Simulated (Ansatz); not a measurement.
Ansatz input

```yaml
crystal:
  lattice:
    - [3.692857892, 0.0, 0.0]
    - [-1.846428946, 3.198108747, 0.0]
    - [0.0, 0.0, 2.3223870212]
  atoms:
    - { symbol: Mn, position: [0.0, 0.0, 0.0], spin: 3.0 }
    - { symbol: Mn, position: [0.3333333333, 0.6666666667, 0.5], spin: 3.0 }
    - { symbol: Mn, position: [0.6666666667, 0.3333333333, 0.5], spin: 3.0 }
hamiltonian:
  xc: pbesol
  pseudopotentials:
    kind: paw
    azcp:
      Mn: "pseudopotentials/Mn.paw.azcp"
basis:
  ecutwfc: 420
  fft_grid_basis: typed
kpoints:
  mp_grid: { grid: [11, 11, 15], shift: [0, 0, 0] }
magnetization:
  spin_polarized: true
scf:
  occupations: { method: fermi_dirac, width: 0.05 }
  lower_state_search: "off"
output:
  stress: true
```

Terminal output

```
Warning: the record states the generating functional pbe (its physics header spells it `PBE`), which answers neither for hamiltonian.xc's functional nor for the pbesol family's — results may be inconsistent (PPs are generated against a specific XC)
Engine: ansatz 0.2.0, aarch64-unknown-linux-gnu
Pseudopotentials: kind: paw
Pseudopotential: Mn, paw, valence charge 15, recommended cutoff 420 eV (normal) 
Functional definition: PBEsol
  exchange = pbesol_x
  correlation = pbesol_c
Crystal: 3 atoms, lattice volume = 27.428 Å³
Basis set: ecut = 420 eV, 511 PW (Γ)
Bands: 33, of which v1, the nominal top of the filled ones, is band 23 counted from 1 (22 counted from 0)
Symmetry: 24 space group operations
Space group: P6/mmm (ITA 191), of the structure as read, at distance tolerance 3.0e-5 Å
Magnetic group: BNS 191.233 (UNI 1463), of the structure as read, at distance tolerance 3.0e-5 Å
k-points: 128 of 1815
Non-local potential: Mn, projectors of the file, l = 0: 3, l = 1: 2, l = 2: 3, l = 3: 1
PAW form: soft (Blöchl's): semilocal exchange-correlation on the pseudo side does not see the compensation charge
PAW frozen core: Mn, regenerated for the run's functional, and the local potential with it (the file was generated under x = pbe(κ = 0.804, μ = 0.2195149727645171), c = pbe(β = 0.06672455060314922))
PAW one-centre angular grid: Mn, 590 points (default); XC on 64 Gauss nodes
Initial density: superposition of atomic densities (chi_scale 0.1, normalization cell)
Starting moments: Σ|m| = 9 μB on 3 of 3 sites
Initial wavefunctions: pseudopotential atomic-orbital guess
Functional: x = pbesol(κ = 0.804, μ = 0.12345679012345678), c = pbesol(β = 0.046)
SCF iter   1: F=—  HF=-11603.399177 eV  |F-HF|=—  |Δ(HF+E_count)|=         —  Δρ=2.31e-1 (↑2.31e-1 ↓1.29e-1)  dr2=3.58e0  dr2_m=7.66e0  M=4.180 μB ∫|m|=4.192 μB  β_m=0.30  ethr=3.10e-3  ⟨swp⟩=4.9  Hψ=28072  notcnv=0  defer=39
SCF iter   2: F=—  HF=-11602.842175 eV  |F-HF|=—  |Δ(HF+E_count)|=   5.57e-1  Δρ=1.83e-1 (↑1.83e-1 ↓1.38e-1)  dr2=1.87e0  dr2_m=6.10e0  M=4.574 μB ∫|m|=4.590 μB  β_m=0.30  ethr=3.10e-3  ⟨swp⟩=3.2  Hψ=15382  notcnv=0  defer=599
Mixer restart at iter 2: flushing history
spin-set hold released at iteration 2 (the charge has settled, or the pull on large starting moments outlasts its swing): the magnetisation degrees of freedom join the quasi-Newton model from the next iteration; the mixer history was flushed
SCF iter   3: F=—  HF=-11604.868873 eV  |F-HF|=—  |Δ(HF+E_count)|=    2.03e0  Δρ=2.16e-1 (↑2.16e-1 ↓1.96e-1)  dr2=3.03e1  dr2_m=4.87e0  M=3.931 μB ∫|m|=3.939 μB  β_m=0.28  ethr=3.10e-3  ⟨swp⟩=3.8  Hψ=15059  notcnv=0  defer=602  recentre
SCF iter   4: F=—  HF=-11605.827540 eV  |F-HF|=—  |Δ(HF+E_count)|=   9.59e-1  Δρ=2.44e-1 (↑2.44e-1 ↓2.35e-1)  dr2=4.60e1  dr2_m=5.16e0  M=3.479 μB ∫|m|=3.513 μB  β_m=0.05  ethr=3.10e-3  ⟨swp⟩=3.0  Hψ=18750  notcnv=0  defer=625
SCF iter   5: F=—  HF=-11604.136162 eV  |F-HF|=—  |Δ(HF+E_count)|=    1.69e0  Δρ=1.36e-1 (↑1.36e-1 ↓1.18e-1)  dr2=1.15e-1  dr2_m=4.03e0  M=2.622 μB ∫|m|=2.648 μB  β_m=0.01  ethr=3.10e-3  ⟨swp⟩=3.3  Hψ=15083  notcnv=0  defer=666
...
iter 18 did not close the SCF: its close was put off for a magnetic moment that had not settled (scf_convergence_deferred on its scf_iter line)
SCF iter  18: F=-11605.656664 eV  HF=-11605.656664 eV  |F-HF|=8.36e-9  |Δ(HF+E_count)|=   1.32e-9  Δρ=5.04e-6 (↑3.48e-6 ↓5.04e-6)  dr2=1.09e-8  dr2_m=1.60e-9  M=-0.000 μB ∫|m|=0.000 μB  β_m=0.81  ethr=2.22e-10  ⟨swp⟩=3.9  Hψ=23199  notcnv=0
iter 19 did not close the SCF: its close was put off for a magnetic moment that had not settled (scf_convergence_deferred on its scf_iter line)
SCF iter  19: F=-11605.656664 eV  HF=-11605.656664 eV  |F-HF|=6.18e-11  |Δ(HF+E_count)|=  6.62e-10  Δρ=8.63e-7 (↑7.47e-7 ↓8.63e-7)  dr2=1.75e-10  dr2_m=9.46e-11  M=-0.000 μB ∫|m|=0.000 μB  β_m=0.76  ethr=2.42e-11  ⟨swp⟩=2.0  Hψ=22873  notcnv=0
SCF iter  20: F=-11605.656664 eV  HF=-11605.656664 eV  |F-HF|=1.04e-9  |Δ(HF+E_count)|=  1.22e-10  Δρ=1.09e-6 (↑8.27e-7 ↓1.09e-6)  dr2=1.09e-9  dr2_m=7.73e-12  M=-0.000 μB ∫|m|=0.000 μB  ethr=1.00e-12  ⟨swp⟩=1.2  Hψ=20842  notcnv=0
WARN: the starting moments were not kept: the SCF closed with an absolute magnetisation of 7.8e-6 μB, where they sum to 9 μB in size (3 sites). That is at most 0.1 of that sum. Measured as dr2_m measures the in/out step, that magnetisation stands 4.3e-11 eV from none, at or under the dr2_threshold of 1.0e-7 eV: it is no larger than a step whose dr2_m would equal this threshold. The system may hold no moment; this SCF shows only that its start led to no more than that. To try another start: raise the starting moments (crystal.atoms[].spin, magnetization.per_species, magnetization.initial_magnetization, or on a non-collinear deck that types none of these the spinor_matrix: blocks that start its atoms; where the total moment is fixed, keep their sum and leave initial_magnetization as it is; typed ones take the place of any that the run laid by itself, positive ones on a crystal's lanthanoids without a Hubbard term where scf.initial_density.shell_occupations: [] is typed) or, if the notice of its spin-set hold's release reads "site moments contracting" or "site moments show no strong build", lengthen the hold (scf.mixing.spin_hold: { on: { confirm: 4 } }; for m-r²SCAN on two components see the key's manual first). Each may lead to a state that holds a moment. A second SCF, from the converged charge density, with the starting moments and any scf.initial_density.shell_occupations laid on it anew, would have followed, and was not run: the deck does not ask for one (magnetization.retry_lost_moments is false, the default). To let it run, set magnetization.retry_lost_moments: true and run the deck again, where that key's refused combinations let it; where memory then withholds it, that run's warning says so.
SCF 1 converged in 20 iterations: F = -11605.656664 eV  dr2 = 1.09e-9
SCF converged after 20 iterations
Magnetization: -0.0000 μB (22.5000 up, 22.5000 down)
Absolute magnetization: 0.0000 μB (∫|ρ↑−ρ↓|, with the PAW one-centre terms)
Spin contamination: 0.0000 ħ² per cell (⟨S²⟩ above its minimum at these occupations)
Per-site moments (μB) at R_I (Å): [(-4.961513100698062e-6, 0.957984646245), (1.1013408237938087e-6, 0.8794799054302044), (1.1013408240086675e-6, 0.8794799054302044)]
Free energy (F): -11605.656664 eV
Harris-Foulkes:  -11605.656664 eV  (|F-HF|=1.04e-9)
Internal energy: -11605.636971 eV  (E = F + TS)
E sigma→0 (E₀):  -11605.646818 eV
Entropy (-TS):   -0.019693 eV (-6.564 meV/atom)
Fermi energy:    24.255647 eV
--- Per-component energies (eV) ---
  E_band       = -297.914803
  E_kinetic    = 945.736062
  E_local      = -4200.655754  (includes V_loc(G=0)·N_el)
  E_nonlocal   = 714.465898
  E_hartree    = 1786.261483
  E_xc         = -352.315493
  E_vxc        = -453.550703  (∫ρ·V_xc dr)
  E_paw        = -3800.646922  (= ΣΔE_a)
  E_vpaw       = -876.433979  (= ΣTr[D̂ρ^β])
  E_aug_tail   = -0.000031  (compensation charges beyond the density's cutoff)
  E_ewald      = -6698.991166
  E_core_change = 0.508951  (= ΣΔE_core)
  E_smearing   = -0.019693  (= −TS)
  E_closure    = 0.000000  (closes the sum)
  Σ components = -11605.656664   (vs F -11605.656664, Δ=0.00e0)
--- Stress (GPa, compression-positive) ---
       52.074613      -0.000000       0.000000
       -0.000000      52.074613       0.000000
        0.000000       0.000000      48.436848
  P = ⅓ Tr σ = 50.8620 GPa (508.620 kbar)
```
